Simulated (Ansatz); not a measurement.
An Ansatz (a quantum-chemistry and plane-wave program) input:

Ansatz 0.2 input:
```yaml
crystal:
  lattice:
    - [5.5524612225, 0.0, 0.0]
    - [0.0, 9.9853438969, 0.0]
    - [0.0, 0.0, 5.7786142666]
  atoms:
    - { symbol: Zr, position: [0.1481071701, 0.1297666365, 0.9068828829] }
    - { symbol: Zr, position: [0.6481071701, 0.3702333635, 0.0931171171] }
    - { symbol: Zr, position: [0.3518928299, 0.8702333635, 0.4068828829] }
    - { symbol: Zr, position: [0.8518928299, 0.6297666365, 0.5931171171] }
    - { symbol: Zr, position: [0.8518928299, 0.8702333635, 0.0931171171] }
    - { symbol: Zr, position: [0.3518928299, 0.6297666365, 0.9068828829] }
    - { symbol: Zr, position: [0.6481071701, 0.1297666365, 0.5931171171] }
    - { symbol: Zr, position: [0.1481071701, 0.3702333635, 0.4068828829] }
    - { symbol: O, position: [0.8300039362, 0.0147001172, 0.8447143783] }
    - { symbol: O, position: [0.3300039362, 0.4852998828, 0.1552856217] }
    - { symbol: O, position: [0.6699960638, 0.9852998828, 0.3447143783] }
    - { symbol: O, position: [0.1699960638, 0.5147001172, 0.6552856217] }
    - { symbol: O, position: [0.1699960638, 0.9852998828, 0.1552856217] }
    - { symbol: O, position: [0.6699960638, 0.5147001172, 0.8447143783] }
    - { symbol: O, position: [0.3300039362, 0.0147001172, 0.6552856217] }
    - { symbol: O, position: [0.8300039362, 0.4852998828, 0.3447143783] }
    - { symbol: O, position: [0.4759160291, 0.2319405068, 0.8760812944] }
    - { symbol: O, position: [0.9759160291, 0.2680594932, 0.1239187056] }
    - { symbol: O, position: [0.0240839709, 0.7680594932, 0.3760812944] }
    - { symbol: O, position: [0.5240839709, 0.7319405068, 0.6239187056] }
    - { symbol: O, position: [0.5240839709, 0.7680594932, 0.1239187056] }
    - { symbol: O, position: [0.0240839709, 0.7319405068, 0.8760812944] }
    - { symbol: O, position: [0.9759160291, 0.2319405068, 0.6239187056] }
    - { symbol: O, position: [0.4759160291, 0.2680594932, 0.3760812944] }
kpoints:
  mp_grid: { grid: [4, 3, 4] }
  band_path:
    path:
      - [[0.0, 0.0, 0.0], [0.5, 0.0, 0.0], [0.5, 0.5, 0.0], [0.0, 0.5, 0.0], [0.0, 0.0, 0.0], [0.0, 0.0, 0.5], [0.5, 0.0, 0.5], [0.5, 0.5, 0.5], [0.0, 0.5, 0.5], [0.0, 0.0, 0.5]]  # Γ-X-S-Y-Γ-Z-U-R-T-Z
      - [[0.5, 0.0, 0.0], [0.5, 0.0, 0.5]]  # X-U
      - [[0.0, 0.5, 0.0], [0.0, 0.5, 0.5]]  # Y-T
      - [[0.5, 0.5, 0.0], [0.5, 0.5, 0.5]]  # S-R
      - [VBM, CBM]
    npoints: 6
hamiltonian:
  xc: r2scan
  pseudopotentials: { kind: paw }
magnetization: { noncollinear: true, spin_orbit: true }
scf:
  n_extra_bands: 48
  convergence: { dr2_threshold: 0.0000000001 }
  occupations: { method: gaussian, width: 0.01 }
checkpoint: { write: soc.run }
output: { eigenvalues: true }
```

Question: How many symmetry operations and irreducible k-points will the run report?

Answer: 8 operations, 18 of 48 k-points.

Question: With a cutoff of 500 eV, how many plane waves at Γ?

Answer: 8145.

It took about 5 core-hours (a rough figure) on shared server cores.

Space group Pbca. The cell is a constructed one: a structure type filled with these elements; the Crystallography Open Database copy checked does not list it. It is not the phase usual at ambient conditions (space group No. 14). The r²SCAN relaxation kept the symmetry of its start; its stability against distortions is not shown here. No spin polarisation was allowed.

Potentials: the later of the program's two PAW sets.

Ansatz is a plane-wave DFT program.
